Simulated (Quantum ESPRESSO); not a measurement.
## Ga3InO4FN (one run as intended and one with a planted mistake)

Simulated, not a measurement. The program is pw.x of Quantum ESPRESSO 7.5 (plane-wave density functional theory). The cell is made up: 10 atoms on a corundum lattice, with randomly drawn elements, strain and displacements, not relaxed. PseudoDojo standard norm-conserving files (v0.5 for PBE, v0.4.1 for LDA and PBEsol) set the functional; there is no spin polarisation, spin-orbit coupling or dispersion term, and the masses in the input are unused placeholders.

Intended input:

```
&control calculation='scf', pseudo_dir='./dojo.nc.sr.pbe.v0_5.standard.upf', outdir='./o', disk_io='medium', tprnfor=.true., tstress=.true. /
&system ibrav=0, nat=10, ntyp=5, nbnd=50, ecutwfc=84.00895049, nosym=.true., tot_charge=0,
 occupations='smearing', smearing='fd', degauss=0.0018374661
/
&electrons conv_thr=7.350e-09, electron_maxstep=60, /
ATOMIC_SPECIES
F 1.0 F.upf
Ga 1.0 Ga.upf
In 1.0 In.upf
N 1.0 N.upf
O 1.0 O.upf
CELL_PARAMETERS angstrom
2.5461 1.4387 4.6316
-2.5452 1.457 4.6252
0.0164 -3.0945 4.6926
ATOMIC_POSITIONS angstrom
Ga 0.0165 -0.1905 4.856
Ga 0.1257 -0.1277 1.9941
Ga 0.0258 -0.1354 9.0835
In -0.1137 -0.1973 11.9517
O -1.0492 1.3461 8.0258
O -0.7408 -1.7673 8.0758
F 1.811 -0.0275 8.1809
O 1.0266 -1.5651 5.8464
O 0.7958 1.5231 5.7791
N -1.8359 -0.1615 5.8552
K_POINTS automatic
5 5 5 1 1 1
```

The log is shortened where brackets say so; the opening notice, blank lines, dates and the lines on written files are dropped, and the path of the files is cut. It prints rydbergs, bohrs and kilobars, and counts compression as positive stress.

Log of the intended run:

```
     Program PWSCF v.7.5
     Parallel version (MPI & OpenMP), running on       1 processor cores
     Number of MPI processes:                 1
     Threads/MPI process:                     1
     [start-up lines left out]
     bravais-lattice index     =            0
     lattice parameter (alat)  =      10.3512  a.u.
     unit-cell volume          =     725.5153 (a.u.)^3
     number of atoms/cell      =           10
     number of atomic types    =            5
     number of electrons       =        88.00
     number of Kohn-Sham states=           50
     kinetic-energy cutoff     =      84.0090  Ry
     charge density cutoff     =     336.0358  Ry
     scf convergence threshold =      7.3E-09
     mixing beta               =       0.7000
     number of iterations used =            8  plain     mixing
     Exchange-correlation= PBE
                           (   1   4   3   4   0   0   0)
     [axes and pseudopotential details left out]
   Cartesian axes
     site n.     atom                  positions (alat units)
         1        Ga     tau(   1) = (   0.0030123  -0.0347779   0.8865182  )
         2        Ga     tau(   2) = (   0.0229480  -0.0233131   0.3640457  )
         3        Ga     tau(   3) = (   0.0047101  -0.0247188   1.6582965  )
         4        In     tau(   4) = (  -0.0207572  -0.0360194   2.1819191  )
         5        O      tau(   5) = (  -0.1915434   0.2457459   1.4652013  )
         6        O      tau(   6) = (  -0.1352415  -0.3226408   1.4743294  )
         7        F      tau(   7) = (   0.3306187  -0.0050204   1.4935166  )
         8        O      tau(   8) = (   0.1874175  -0.2857269   1.0673270  )
         9        O      tau(   9) = (   0.1452824   0.2780593   1.0550406  )
        10        N      tau(  10) = (  -0.3351645  -0.0294837   1.0689335  )
     number of k points=    63  Fermi-Dirac smearing, width (Ry)=  0.0018
                       cart. coord. in units 2pi/alat
        k(    1) = (  -0.0001421   0.0016648   0.1178270), wk =   0.0320000
        k(    2) = (  -0.0010996  -0.2384564   0.1929415), wk =   0.0320000
     [further k points left out]
     Dense  grid:    75443 G-vectors     FFT dimensions: (  64,  64,  64)
     Estimated max dynamical RAM per process >     123.37 MB
     Initial potential from superposition of free atoms
     starting charge      87.9881, renormalised to      88.0000
     Starting wfcs are   60 randomized atomic wfcs
     total cpu time spent up to now is       24.4 secs
     per-process dynamical memory:    73.6 Mb
     Self-consistent Calculation
     iteration #  1     ecut=    84.01 Ry     beta= 0.70
     Davidson diagonalization with overlap
     ethr =  1.00E-02,  avg # of iterations =  2.6
     total cpu time spent up to now is       81.7 secs
     total energy              =    -792.88965131 Ry
     estimated scf accuracy    <       2.56472126 Ry
     iteration #  2     ecut=    84.01 Ry     beta= 0.70
     Davidson diagonalization with overlap
     ethr =  2.91E-03,  avg # of iterations =  3.0
     total cpu time spent up to now is      139.8 secs
     total energy              =    -793.41834386 Ry
     estimated scf accuracy    <       3.60953621 Ry
     [iterations 3 to 11 left out]
     iteration # 12     ecut=    84.01 Ry     beta= 0.70
     Davidson diagonalization with overlap
     ethr =  2.74E-10,  avg # of iterations =  2.0
     total cpu time spent up to now is      689.5 secs
     total energy              =    -794.13305817 Ry
     estimated scf accuracy    <       0.00000001 Ry
     iteration # 13     ecut=    84.01 Ry     beta= 0.70
     Davidson diagonalization with overlap
     ethr =  1.40E-11,  avg # of iterations =  3.5
     total cpu time spent up to now is      771.7 secs
     End of self-consistent calculation
     [lines on levels left out]
!    total energy              =    -794.13305817 Ry
     estimated scf accuracy    <          4.0E-09 Ry
     smearing contrib. (-TS)   =      -0.00000000 Ry
     internal energy E=F+TS    =    -794.13305817 Ry
     The total energy is F=E-TS. E is the sum of the following terms:
     one-electron contribution =    -222.14369717 Ry
     hartree contribution      =     192.59332877 Ry
     xc contribution           =    -217.22829474 Ry
     ewald contribution        =    -547.35439503 Ry
     convergence has been achieved in  13 iterations
     Forces acting on atoms (cartesian axes, Ry/au):
     atom    1 type  2   force =    -0.00614470    0.12406915    0.13429843
     atom    2 type  2   force =    -0.06324912    0.12024777   -0.07814540
     atom    3 type  2   force =    -0.07296025   -0.00916494    0.06418560
     atom    4 type  3   force =     0.16640919   -0.05806599   -0.07009604
     atom    5 type  5   force =    -0.05191528   -0.09937918    0.08852642
     atom    6 type  5   force =     0.08028228   -0.00508860    0.05675229
     atom    7 type  1   force =    -0.06640143    0.08721511    0.04687505
     atom    8 type  5   force =    -0.08587921   -0.01803319   -0.07735547
     atom    9 type  5   force =     0.01639877   -0.02976198   -0.03962769
     atom   10 type  4   force =     0.08345975   -0.11203815   -0.12541319
     Total force =     0.446662     Total SCF correction =     0.000097
     Computing stress (Cartesian axis) and pressure
          total   stress  (Ry/bohr**3)                   (kbar)     P=      138.13
   0.00103749   0.00013654  -0.00007796          152.62       20.09      -11.47
   0.00013654   0.00106111   0.00032094           20.09      156.09       47.21
  -0.00007796   0.00032094   0.00071827          -11.47       47.21      105.66
     init_run     :     21.48s CPU     24.28s WALL (       1 calls)
     electrons    :    715.28s CPU    747.34s WALL (       1 calls)
     forces       :      7.28s CPU      7.34s WALL (       1 calls)
     stress       :     22.28s CPU     22.35s WALL (       1 calls)
     [timing details left out]
     PWSCF        :  12m46.52s CPU  13m22.08s WALL
     JOB DONE.
```

A second run has one planted mistake: two atoms have their elements exchanged. The input lines that differ, file-writing options aside:

```
- F 1.811 -0.0275 8.1809
+ O 1.811 -0.0275 8.1809
- O 0.7958 1.5231 5.7791
+ F 0.7958 1.5231 5.7791
```

Its log:

```
     Program PWSCF v.7.5
     Parallel version (MPI & OpenMP), running on       1 processor cores
     Number of MPI processes:                 1
     Threads/MPI process:                     1
     [start-up lines left out]
     bravais-lattice index     =            0
     lattice parameter (alat)  =      10.3512  a.u.
     unit-cell volume          =     725.5153 (a.u.)^3
     number of atoms/cell      =           10
     number of atomic types    =            5
     number of electrons       =        88.00
     number of Kohn-Sham states=           50
     kinetic-energy cutoff     =      84.0090  Ry
     charge density cutoff     =     336.0358  Ry
     scf convergence threshold =      7.3E-09
     mixing beta               =       0.7000
     number of iterations used =            8  plain     mixing
     Exchange-correlation= PBE
                           (   1   4   3   4   0   0   0)
     [axes and pseudopotential details left out]
   Cartesian axes
     site n.     atom                  positions (alat units)
         1        Ga     tau(   1) = (   0.0030123  -0.0347779   0.8865182  )
         2        Ga     tau(   2) = (   0.0229480  -0.0233131   0.3640457  )
         3        Ga     tau(   3) = (   0.0047101  -0.0247188   1.6582965  )
         4        In     tau(   4) = (  -0.0207572  -0.0360194   2.1819191  )
         5        O      tau(   5) = (  -0.1915434   0.2457459   1.4652013  )
         6        O      tau(   6) = (  -0.1352415  -0.3226408   1.4743294  )
         7        O      tau(   7) = (   0.3306187  -0.0050204   1.4935166  )
         8        O      tau(   8) = (   0.1874175  -0.2857269   1.0673270  )
         9        F      tau(   9) = (   0.1452824   0.2780593   1.0550406  )
        10        N      tau(  10) = (  -0.3351645  -0.0294837   1.0689335  )
     number of k points=    63  Fermi-Dirac smearing, width (Ry)=  0.0018
                       cart. coord. in units 2pi/alat
        k(    1) = (  -0.0001421   0.0016648   0.1178270), wk =   0.0320000
        k(    2) = (  -0.0010996  -0.2384564   0.1929415), wk =   0.0320000
     [further k points left out]
     Dense  grid:    75443 G-vectors     FFT dimensions: (  64,  64,  64)
     Estimated max dynamical RAM per process >     123.37 MB
     Initial potential from superposition of free atoms
     starting charge      87.9881, renormalised to      88.0000
     Starting wfcs are   60 randomized atomic wfcs
     total cpu time spent up to now is       24.3 secs
     per-process dynamical memory:    73.6 Mb
     Self-consistent Calculation
     iteration #  1     ecut=    84.01 Ry     beta= 0.70
     Davidson diagonalization with overlap
     ethr =  1.00E-02,  avg # of iterations =  2.6
     total cpu time spent up to now is       76.3 secs
     total energy              =    -792.97105859 Ry
     estimated scf accuracy    <       2.52253607 Ry
     iteration #  2     ecut=    84.01 Ry     beta= 0.70
     Davidson diagonalization with overlap
     ethr =  2.87E-03,  avg # of iterations =  3.0
     total cpu time spent up to now is      135.8 secs
     total energy              =    -793.53147141 Ry
     estimated scf accuracy    <       3.34607256 Ry
     [iterations 3 to 11 left out]
     iteration # 12     ecut=    84.01 Ry     beta= 0.70
     Davidson diagonalization with overlap
     ethr =  2.01E-10,  avg # of iterations =  2.3
     total cpu time spent up to now is      833.4 secs
     total energy              =    -794.18745336 Ry
     estimated scf accuracy    <       0.00000002 Ry
     iteration # 13     ecut=    84.01 Ry     beta= 0.70
     Davidson diagonalization with overlap
     ethr =  1.97E-11,  avg # of iterations =  2.7
     total cpu time spent up to now is      891.2 secs
     End of self-consistent calculation
     [lines on levels left out]
!    total energy              =    -794.18745336 Ry
     estimated scf accuracy    <          3.3E-09 Ry
     smearing contrib. (-TS)   =      -0.00000000 Ry
     internal energy E=F+TS    =    -794.18745336 Ry
     The total energy is F=E-TS. E is the sum of the following terms:
     one-electron contribution =    -220.70642183 Ry
     hartree contribution      =     192.03004916 Ry
     xc contribution           =    -217.25637924 Ry
     ewald contribution        =    -548.25470145 Ry
     convergence has been achieved in  13 iterations
     Forces acting on atoms (cartesian axes, Ry/au):
     atom    1 type  2   force =    -0.07708383   -0.00776983    0.01251129
     atom    2 type  2   force =    -0.01897677    0.06829156    0.03076040
     atom    3 type  2   force =    -0.01886925    0.05393147   -0.05423666
     atom    4 type  3   force =     0.12114226    0.03822973    0.01910829
     atom    5 type  5   force =    -0.03087231   -0.08213803    0.08821312
     atom    6 type  5   force =     0.08547400   -0.01351597    0.05172539
     atom    7 type  5   force =    -0.09053072    0.10471038    0.07666250
     atom    8 type  5   force =    -0.06862084   -0.03035063   -0.07499109
     atom    9 type  1   force =     0.01398709   -0.03246421   -0.02583750
     atom   10 type  4   force =     0.08435036   -0.09892447   -0.12391573
     Total force =     0.361866     Total SCF correction =     0.000113
     Computing stress (Cartesian axis) and pressure
          total   stress  (Ry/bohr**3)                   (kbar)     P=      139.38
   0.00099021  -0.00003086   0.00026633          145.66       -4.54       39.18
  -0.00003086   0.00102249   0.00026862           -4.54      150.41       39.52
   0.00026633   0.00026862   0.00082969           39.18       39.52      122.05
     init_run     :     21.63s CPU     24.18s WALL (       1 calls)
     electrons    :    840.85s CPU    866.88s WALL (       1 calls)
     forces       :      6.48s CPU      6.54s WALL (       1 calls)
     stress       :     23.58s CPU     23.67s WALL (       1 calls)
     [timing details left out]
     PWSCF        :  14m52.88s CPU  15m22.00s WALL
     JOB DONE.
```

```
                                            intended run  run with the mistake
                          free energy (eV)    -10804.731            -10805.471
                    smearing term -TS (eV)        0.0000                0.0000
                            pressure (GPa)         13.81                 13.94
            largest force component (eV/Å)         4.279                 3.186
largest change of a force component (eV/Å)                               3.390
                                iterations            13                    13
```

For scale, a rerun of the intended cell at 1437 eV and a 7 x 7 x 7 mesh moved values by no more than 0.004 eV in energy, 0.03 GPa in stress and 0.002 eV/Å in force.